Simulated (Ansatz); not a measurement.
Sn (β-Sn type, I4_1/amd) is relaxed with PBE+D3(BJ) (plane waves, PAW; program Ansatz). What lattice parameters of the conventional cell result?

a = 5.879 Å, c = 3.149 Å.

Symmetry was held in the PBE+D3(BJ) relaxation. The pairwise dispersion correction was not fitted to metals. Axis ratios of metals converge slowly with the k-mesh, so a and c are less sure than the volume. Spin–orbit coupling is left out wherever it is not named.

Potentials: the later of the program's two PAW sets.
